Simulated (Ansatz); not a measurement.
K, DFT, PBEsol, all-electron LAPW, scalar-relativistic (Ansatz 0.2.0), run on 1 thread of Arm Neoverse V2 on a shared host.

The geometry is COD entry 9011006, unchecked; take it as a test cell. The listed cell was then made from it by scaling, straining or moving an atom.

Command: `ansatz run input.yaml --threads 1 --pin off --max-ram 3072MiB --backend cpu --events-out ev --progress --plain --runs-dir out`

```yaml
crystal:
  lattice:
    - [-2.56564, 2.56564, 2.618]
    - [2.56564, -2.56564, 2.618]
    - [2.56564, 2.56564, -2.618]
  atoms:
    - { symbol: K, position: [0.0, 0.0, 0.0] }
kpoints:
  mp_grid: { grid: [10, 10, 10] }
  band_path:
    path:
      - [0.0, 0.0, 0.0]
      - [0.0, 0.0, 0.5]
      - [0.25, 0.25, 0.25]
      - [0.0, 0.5, 0.0]
      - [0.0, 0.0, 0.0]
      - [0.5, 0.5, -0.5]
      - [0.4901, 0.5099, -0.4901]
      - [-0.4901, 0.4901, 0.4901]
      - [0.0, 0.0, 0.0]
    npoints: 5
scf:
  occupations: { method: fermi_dirac, width: 0.08 }
hamiltonian:
  xc: pbesol
  pseudopotentials: { kind: all_electron, lapw: { basis_error: 0.0005 } }
output:
  forces: true
  stress: true
  eigenvalues: true
```

**Question.** How large is the problem that the program sets up?

**Answer.** 102 irreducible k-points, 79 plane waves at Γ, 9 bands.

**Question.** Estimate the wall time and the peak memory.

**Answer.** 3.9 s of wall time for 7 SCF iterations, with a peak of 0.22 GiB. Times on shared machines scatter by tens of per cent.
